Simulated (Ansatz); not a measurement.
HfSO in space group P2_13 (No. 198; Hf on 4a, S on 4a, O on 4a), DFT-PBEsol in the program Ansatz with PAW potentials, all energies at zero smearing, with the estimated change up to a 700 eV cutoff added, with one set of potentials and settings (totals compare only within such a set). Cell of 12 atoms (4 Hf, 4 S, 4 O): -68196.038 eV.

| element | reference phase | E (eV/atom) |
|---|---|---|
| Hf | P6_3/mmc, 2 atoms in the cell | -15598.0268 |
| S | Fddd, 32 atoms in the cell | -884.8920 |
| O | C2/m, 4 atoms in the cell, spin-polarised | -558.3554 |

Formation energy per atom, worked out: (-68196.038 − 4×(-15598.0268) − 4×(-884.8920) − 4×(-558.3554))/12 = -2.578 eV/atom (-249 kJ per mol of atoms), at 0 K, without zero-point energy or fitted corrections.

The first step of the workflow began from a Materials Project structure, measured or hypothetical; the Crystallography Open Database copy checked does not list it. Whether it is the stable phase at ambient conditions was not checked. The PBEsol relaxation kept the symmetry of its start; whether a distortion lowers the energy is not shown. The run is not spin-polarised. The references are the lowest solids computed at this level, not always the standard phases (solids in place of the gases). Spin–orbit coupling is left out wherever it is not named.

Potentials: the later of the program's two PAW sets.
